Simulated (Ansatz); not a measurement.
**Quadrupolar parameters in MgVCrP₂O₈F₂**

The cell is a computed structure from the Materials Project (it need not be an observed phase), its atoms then relaxed with PBE in this cell.

```cif
data_MgVCrP2O8F2
_symmetry_space_group_name_H-M 'P-1'
_symmetry_Int_Tables_number 2
_cell_length_a 5.1477
_cell_length_b 5.4639
_cell_length_c 7.3937
_cell_angle_alpha 110.880
_cell_angle_beta 108.106
_cell_angle_gamma 91.841
loop_
_atom_site_label
_atom_site_type_symbol
_atom_site_symmetry_multiplicity
_atom_site_Wyckoff_symbol
_atom_site_fract_x
_atom_site_fract_y
_atom_site_fract_z
Mg Mg 1 f 0.5000 0.0000 0.5000
V V 1 a 0.0000 0.0000 0.0000
Cr Cr 1 h 0.5000 0.5000 0.5000
P P 2 i 0.8899 0.6078 0.2480
O6 O 2 i 0.8533 0.7802 0.1204
O7 O 2 i 0.1945 0.6911 0.4110
O8 O 2 i 0.6830 0.6785 0.3697
O9 O 2 i 0.1670 0.6925 0.8756
F F 2 i 0.6474 0.8541 0.7329
```

One atom of each set is listed.

Method: Kohn–Sham DFT in Ansatz, PBE, plane waves and PAW, scalar-relativistic, collinear spin, 420 eV cutoff, Γ-centred 5×5×4 k-points, Fermi–Dirac smearing 0.02 eV. Start moments as typed (μB): 2 on each V, -3 on each Cr, none on the rest.

C_Q = eQV_zz/h, which is 24.18 MHz for Q = 1 b and V_zz = 10²¹ V/m²; η = (V_xx − V_yy)/V_zz.

²⁵Mg: I = 5/2, Q = 199.4 mb; V-51: I = 7/2, Q = -52.00 mb; ⁵³Cr: I = 3/2, Q = -150.0 mb; ¹⁷O: I = 5/2, Q = -25.58 mb. Q values from Pyykkö, Mol. Phys. 116, 1328 (2018).

```csv
site,atoms,first shell,V_zz (10²¹ V/m²),η,C_Q (MHz)
Mg,1,"4 O at 2.04–2.09 Å, 2 F at 2.09 Å",1.63,0.78,7.86
V,1,"4 O at 1.97–1.98 Å, 2 F at 2.09 Å",3.25,0.70,-4.09
Cr,1,"4 O at 1.98–1.99 Å, 2 F at 2.00 Å",5.37,0.16,-19.5
P,2,4 O at 1.53–1.58 Å,-2.35,0.67,–
O6,2,"1 P at 1.53 Å, 1 V at 1.98 Å, angle 152°",10.51,0.09,-6.50
O7,2,"1 P at 1.58 Å, 1 Cr at 1.99 Å, 1 Mg at 2.04 Å",10.26,0.52,-6.35
O8,2,"1 P at 1.57 Å, 1 Cr at 1.98 Å, 1 Mg at 2.09 Å",10.47,0.55,-6.47
O9,2,"1 P at 1.53 Å, 1 V at 1.97 Å, angle 144°",10.25,0.11,-6.34
F,2,"1 Cr at 2.00 Å, 1 Mg at 2.09 Å, 1 V at 2.09 Å",9.46,0.86,–
```

At O6 and O9 V_zz points along the shorter of its two bonds, to P (within 8°) in each case. At O7 and O8 V_zz points along its shortest bond, to P (within 11°) in each case.

P, F have no stable isotope with a ground-state quadrupole moment in the table, so no C_Q is given.

The largest force is 0.3 eV/Å, so the atoms aren't at the calculated equilibrium and relaxing them would move these values. Runs of this kind can end above the lowest electronic state. With a gap of 0.2 eV on this mesh, the gradients can still move by some per cent as the k-mesh gets denser. The magnetic order is the one that the run reached from its start moments, not necessarily the measured one; the program found signs of a lower order.

Hardware: 1 thread of Arm Neoverse V1 (aarch64; 8 cores open to the job, memory cap 3.0 GiB, no GPU), a shared host with a load of 0.6 a core. Wall time 4.4 min, CPU time 4.5 min, peak memory 1.2 GiB.
